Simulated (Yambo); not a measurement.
Yambo input for KScS2O8 (space group C2/m, No. 12) (a = 5.0442 Å, b = 5.0442 Å, c = 8.1828 Å, α = 93.94°, β = 93.94°, γ = 64.31°), on PBEsol (pw.x of Quantum ESPRESSO, ONCV potentials, scalar-relativistic) wavefunctions on a 4×4×2 mesh:

```
optics
chi
dipoles
kernel
FFTGvecs= 40 Ry
Chimod= "HARTREE"
NGsBlkXd= 3 Ry
% QpntsRXd
 1 | 1 |
%
% BndsRnXd
 2 | 149 |
%
GrFnTpXd= "R"
% EnRngeXd
 0.0 | 20.0 | eV
%
% DmRngeXd
 0.2 | 0.2 | eV
%
CGrdSpXd= 50
ETStpsXd= 161
% LongDrXd
 0.0 | 0.0 | 1.0 |
%
```

First lines of the file o-*.eps_q1_inv_rpa_dyson:

```
Absorption @ Q(1):   0.00000000     0.00000000     1.00000000    [q->0 direction]
#
# [ X ] Hartree size     :  113
# [GEN] GF Energies     : Perdew, Burke & Ernzerhof SOL(X)+Perdew, Burke & Ernzerhof SOL(C)
# [GEN] Green`s Function     : Retarded
#
# [GEN] Gauge     : Length
# [GEN] [r,Vnl] included     : yes
#
#    E[1] [eV]     Im(eps)     Re(eps)     Im(eps_o)     Re(eps_o)
#
     0.000000     0.156948E-8     2.348130     -0.15225E-17     2.819619
     0.125000     0.602021E-3     2.348318     0.001045     2.819944
     0.250000     0.001206     2.348881     0.002095     2.820922
     0.375000     0.001814     2.349822     0.003153     2.822555
     0.500000     0.002428     2.351143     0.004223     2.824851
     0.625000     0.003050     2.352850     0.005311     2.827819
     0.750000     0.003682     2.354947     0.006421     2.831471
     0.875000     0.004327     2.357441     0.007558     2.835822
     1.000000     0.004987     2.360342     0.008728     2.840891
     1.125000     0.005665     2.363660     0.009937     2.846699
     1.250000     0.006363     2.367405     0.011191     2.853273
     1.375000     0.007086     2.371593     0.012498     2.860642
     1.500000     0.007836     2.376239     0.013866     2.868842
     1.625000     0.008618     2.381361     0.015306     2.877914
     1.750000     0.009437     2.386980     0.016827     2.887904
     1.875000     0.010297     2.393121     0.018444     2.898866
     2.000000     0.011204     2.399810     0.020171     2.910863
     2.125000     0.012167     2.407079     0.022026     2.923968
     2.250000     0.013192     2.414964     0.024030     2.938265
     2.375000     0.014291     2.423506     0.026210     2.953853
     2.500000     0.015475     2.432754     0.028598     2.970848
     2.625000     0.016758     2.442763     0.031234     2.989386
     2.750000     0.018159     2.453600     0.034166     3.009631
     2.875000     0.019700     2.465341     0.037460     3.031779
     3.000000     0.021409     2.478078     0.041198     3.056067
     3.125000     0.023323     2.491923     0.045490     3.082790
     3.250000     0.025491     2.507011     0.050483     3.112311
     3.375000     0.027976     2.523506     0.056382     3.145091
     3.500000     0.030869     2.541619     0.063479     3.181721
     3.625000     0.034297     2.561614     0.072203     3.222977
     3.750000     0.038452     2.583837     0.083210     3.269896
     3.875000     0.043627     2.608744     0.097556     3.323893
     4.000000     0.050309     2.636952     0.117044     3.386924
```
(The file goes on to the top of the energy range.) Convergence of the RPA response with its 4×4×2 mesh was not tested.

Geometry of the Materials Project entry, not relaxed at this level.

The structure is a Materials Project entry; no match was found in the copy of COD used, and its stability was not checked.
